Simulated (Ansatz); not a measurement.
ZrAl3:
```yaml
crystal:
  lattice:
    - [4.07113, 0.00000, 0.00000]
    - [0.00000, 4.07113, 0.00000]
    - [0.00000, 0.00000, 4.07113]
  atoms:
    - { symbol: Zr, position: [0.00000, 0.00000, 0.00000] }
    - { symbol: Al, position: [0.00000, 0.50000, 0.50000] }
    - { symbol: Al, position: [0.50000, 0.00000, 0.50000] }
    - { symbol: Al, position: [0.50000, 0.50000, 0.00000] }
```

Relaxed with PBEsol. Special points in fractions of this cell's reciprocal vectors: Γ (0.000, 0.000, 0.000); X (0.000, 0.500, 0.000); M (0.500, 0.500, 0.000); R (0.500, 0.500, 0.500).

Q: List the band energies nearest the Fermi level at these points for DFT-PBEsol in the program Ansatz with PAW potentials.

A: In eV from the Fermi level; about four levels below and three above (degenerate sets whole), none deeper than 8.9 eV; points with the same levels are listed once.

```
k                          below                above
-  -----------------------------  -------------------
Γ  -3.72 -3.72 -2.00 -2.00 -2.00       0.26 0.26 0.26
X        -7.81 -2.74 -2.67 -2.67  0.41 0.66 0.87 0.87
M  -5.76 -5.76 -4.99 -1.66 -1.66       0.73 0.81 1.41
R        -4.84 -2.99 -2.99 -2.99       0.78 2.01 2.01
```

Space group Pm-3m (Cu3Au type). The first step of the workflow began from a Materials Project structure, measured or hypothetical; the Crystallography Open Database copy checked does not list it. COD files the formula under space group No. 139, so this cell is another polymorph or a model. With Zr and Al taken as one species the cell has the higher symmetry Fm-3m, so it may be an ordered model of a mixed-site phase. Whether it is the stable phase at ambient conditions was not checked. The cell was relaxed with PBEsol under the symmetry of its start; of distortions, only those at the zone centre were tested. The run is not spin-polarised. Scalar-relativistic: spin–orbit coupling is off unless named, which matters more the heavier the elements.

Potentials: the later of the program's two PAW sets.
